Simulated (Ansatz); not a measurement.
SrZrO3:
```
CELL_PARAMETERS angstrom
      4.11123     0.00000     0.00000
      0.00000     4.11123     0.00000
      0.00000     0.00000     4.19216
ATOMIC_POSITIONS crystal
  Sr 0.50000 0.50000 0.55394
  Zr 0.00000 0.00000 0.00406
  O  0.00000 0.00000 0.48198
  O  0.50000 0.00000 0.95201
  O  0.00000 0.50000 0.95201
```

Relaxed with PBEsol. Special points in fractions of this cell's reciprocal vectors: Γ (0.000, 0.000, 0.000); X (0.000, 0.500, 0.000); M (0.500, 0.500, 0.000); Z (0.000, 0.000, 0.500); R (0.000, 0.500, 0.500); A (0.500, 0.500, 0.500).

Problem. List the band energies nearest the valence-band maximum at these points for PBEsol with spin–orbit coupling (plane waves, PAW; program Ansatz).

Solution. In eV from the valence-band maximum; about four levels below and three above (degenerate sets whole), none deeper than 8.9 eV; points with the same levels are listed once.

```
k                    below                above
-  -----------------------  -------------------
Γ  -0.46 -0.46 -0.28 -0.28  3.35 3.35 3.90 3.90
X  -0.70 -0.70 -0.40 -0.40  4.23 4.23 5.39 5.39
M  -0.64 -0.64 -0.19 -0.19  5.77 5.77 5.82 5.82
Z  -0.41 -0.41 -0.30 -0.30  3.72 3.72 6.03 6.03
R    -0.62 -0.62 0.00 0.00  5.87 5.87 6.09 6.09
A    -0.01 -0.01 0.00 0.00  6.28 6.28 6.29 6.29
```

Space group P4mm. The first step of the workflow began from a Materials Project structure, measured or hypothetical; the Crystallography Open Database copy checked does not list it. COD files the formula under space group No. 62, 63, 221, so this cell is another polymorph or a model. Whether it is the stable phase at ambient conditions was not checked. Symmetry was held in the PBEsol relaxation. At this level the phase is dynamically unstable (imaginary phonons). The run is not spin-polarised.

Potentials: the later of the program's two PAW sets.
